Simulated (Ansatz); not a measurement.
Relaxed Bi2Te3 (Bi2Te3 type, space group R-3m):

```xyz
5
Lattice="2.1936 1.2665 10.0953 -2.1936 1.2665 10.0953 0.0000 -2.5329 10.0953" Properties=species:S:1:pos:R:3 pbc="T T T"
Bi     0.0000     0.0000    12.1187
Bi     0.0000     0.0000    18.1671
Te     0.0000     0.0000     0.0000
Te     0.0000     0.0000     6.3402
Te     0.0000     0.0000    23.9456
```

Method: PBE-D3(BJ) (plane waves to 420 eV, PAW, scalar-relativistic; Ansatz, a first-principles code). k mesh 7×7×7 (Γ-centred), Fermi-Dirac smearing 0.05 eV. As the smearing reaches across the gap at some points, energies and forces of such displacements shift with the k mesh and the smearing. Bi2Te3 was relaxed with its symmetry unable to fall. Spin-orbit coupling is left out, though Bi and Te are heavy.

One atom of the cell was then moved (with its periodic images), all else fixed, and the forces (eV/Å) came out as:

```json
[
 {"atom": "Bi1", "Fx": "0.000", "Fy": "0.000", "Fz": "1.114"},
 {"atom": "Bi2", "Fx": "0.000", "Fy": "0.000", "Fz": "-0.039"},
 {"atom": "Te3", "Fx": "0.000", "Fy": "0.000", "Fz": "0.674"},
 {"atom": "Te4", "Fx": "0.000", "Fy": "0.000", "Fz": "0.252"},
 {"atom": "Te5", "Fx": "0.000", "Fy": "0.000", "Fz": "-2.000"}
]
```

Question: Which atom was moved, and by which vector (Å)?

Answer: Te5, by (0.00, 0.00, 0.61), 0.61 Å in all.

(A displaced cell: forces are minus the slopes of the energy, force constants its curvatures, and phonons follow from these.)
